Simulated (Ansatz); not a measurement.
Computed with Ansatz, DFT PBE, scalar-relativistic, plane waves, PAW. Settings: cutoff 420 eV, Γ-centred meshes spaced at most about 0.3 Å⁻¹, and about 0.25 Å⁻¹ or finer for metals (2π included), Gaussian smearing. No spin polarisation in the final relaxations.

Temperature and zero-point effects are left out.

Two relaxed structures of LaYN₂:

A.

Space group P4/nmm:1 (No. 129). a = 3.925 Å, b = 3.925 Å, c = 8.590 Å, α = 90.00°, β = 90.00°, γ = 90.00°
| atom | site | symmetry | x | y | z |
| --- | --- | --- | --- | --- | --- |
| La | 2c | 4mm | 0.5000 | 0.0000 | 0.6408 |
| Y | 2a | -4m2 | 0.5000 | 0.5000 | 0.0000 |
| N | 2c | 4mm | 0.0000 | 0.5000 | 0.8029 |
| N | 2c | 4mm | 0.5000 | 0.0000 | 0.3651 |

B.

Space group P6mm (No. 183). a = 3.707 Å, b = 3.707 Å, c = 6.633 Å, α = 90.00°, β = 90.00°, γ = 120.00°
```tsv
atom	site	symmetry	x	y	z
La	1a	6mm	0.0000	0.0000	0.7135
Y	1a	6mm	0.0000	0.0000	0.1548
N	2b	3m.	0.3333	0.6667	0.9456
```

Task: Which would you expect to be lower, and how large is the difference?

Result: A is lower, by 0.48 eV/atom. A has space group P4/nmm (No. 129), 16.5 Å³/atom and no gap on its mesh; B has space group P6mm (No. 183), 19.7 Å³/atom and no gap. Counting N atoms around La and Y (those within 1.25 times the shortest such distance or 1.15 times the sum of covalent radii; a plus sign parts nearer from farther groups), A has La 1+4+4, Y 4 and B has La 6, Y 6. A holds N–N pairs (shortest 1.44 Å); in B the shortest N–N distance is 2.14 Å. The denser one is the lower, and pressure would at first widen the difference. In A, La is surrounded by 1 N at 2.37 Å, 4 N at 2.78 Å, 4 N at 3.11 Å and 4 Y at 3.66 Å; around Y lie 4 N at 2.59 Å, 4 Y at 2.78 Å and 4 La at 3.66 Å; N on its first site is surrounded by 1 N at 1.44 Å, 4 Y at 2.59 Å and 4 La at 3.11 Å; 1 more site not described. In B, La has 6 N at 2.64 Å, 1 Y at 2.93 Å, 1 Y at 3.71 Å and 6 La at 3.71 Å; around Y lie 6 N at 2.55 Å, 1 La at 2.93 Å, 1 La at 3.71 Å and 6 Y at 3.71 Å; around N lie 3 N at 2.14 Å, 3 Y at 2.55 Å and 3 La at 2.64 Å. Both come from invented guesses. A third cell relaxed alike, in P-3m1, lies 0.76 eV/atom below the lower of the two.

Cells relaxed within their symmetry can be saddle points.
